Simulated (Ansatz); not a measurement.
Fcc Sb (100), 5 layers, DFT, PBEsol, all-electron LAPW, scalar-relativistic (Ansatz 0.2.0), on 2 threads of Arm Neoverse V2 (shared host).

Command: `ansatz run input.yaml --threads 2 --pin off --max-ram 5120MiB --backend cpu --events-out ev --progress --plain --runs-dir out`

```yaml
crystal:
  lattice:
    - [3.3338465325, 0.0, 0.0]
    - [0.0, 3.3338465325, 0.0]
    - [0.0, 0.0, 15.9599]
  atoms:
    - { symbol: Sb, position: [0.0, 0.0, 0.2193002456] }
    - { symbol: Sb, position: [0.5, 0.5, 0.3498306419] }
    - { symbol: Sb, position: [0.0, 0.0, 0.4999998141] }
    - { symbol: Sb, position: [0.5, 0.5, 0.6501692899] }
    - { symbol: Sb, position: [0.0, 0.0, 0.7806997544] }
kpoints:
  mp_grid: { grid: [11, 11, 1] }
scf:
  occupations: { method: fermi_dirac, width: 0.1 }
hamiltonian:
  xc: pbesol
  pseudopotentials: { kind: all_electron, lapw: { basis_error: 0.001 } }
output:
  forces: true
  stress: true
  eigenvalues: true
efield:
  axis: 3
  amplitude: 0
  dipole_correction: true
```

Question: How large is the problem that the program sets up?

Answer: 21 irreducible k-points, 1055 plane waves at Γ, 69 bands.

Question: About how long does it take, and how much memory?

Answer: 34 s of wall time for 8 SCF iterations, with a peak of 0.55 GiB. Times on shared machines scatter by tens of per cent.
